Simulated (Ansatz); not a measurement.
# SnSe₂ under strain

Level of theory: DFT r2SCAN, scalar-relativistic, plane waves, PAW in Ansatz. Settings: 500 eV cutoff, 12×12×4 k-mesh, Gaussian smearing of 0.02 eV, no spin polarisation.

Reference structure (relaxed):

```yaml
crystal:
  lattice:
    - [3.84056, 0.00000, 0.00000]
    - [-1.92028, 3.32602, 0.00000]
    - [0.00000, 0.00000, 6.52463]
  atoms:
    - { symbol: Sn, position: [0.00000, 0.00000, 0.00000] }
    - { symbol: Se, position: [0.66667, 0.33333, 0.75877] }
    - { symbol: Se, position: [0.33333, 0.66667, 0.24123] }
```

Deformation: uniaxial strain along a, with the lengths of b and c and the atoms relaxed and the angles held, all within the symmetry that the strain leaves. Energies are extrapolated to zero smearing. Stress is positive in compression, on the Cartesian axes of the cell above. Gaps are generalised Kohn–Sham gaps over the whole zone.

```json
{"strain (%)": "-2.0", "ΔE (meV/atom)": "3.5", "a (Å)": "3.764", "b (Å)": "3.835", "c (Å)": "6.567", "σxx (GPa)": "2.06", "σyy (GPa)": "-0.01", "σzz (GPa)": "0.01", "gap (eV)": "0.83"}
{"strain (%)": "+0.0", "ΔE (meV/atom)": "0.0", "a (Å)": "3.841", "b (Å)": "3.841", "c (Å)": "6.525", "σxx (GPa)": "0.00", "σyy (GPa)": "0.00", "σzz (GPa)": "0.01", "gap (eV)": "0.99"}
{"strain (%)": "+2.0", "ΔE (meV/atom)": "?", "a (Å)": "3.917", "b (Å)": "?", "c (Å)": "?", "σxx (GPa)": "?", "σyy (GPa)": "?", "σzz (GPa)": "?", "gap (eV)": "?"}
```

(1) Fill in the row at +2.0 %.

Answers

(1) ΔE 3.1 meV/atom; b 3.846 Å; c 6.488 Å; σxx -1.75 GPa; σyy 0.01 GPa; σzz 0.00 GPa; gap 0.90 eV.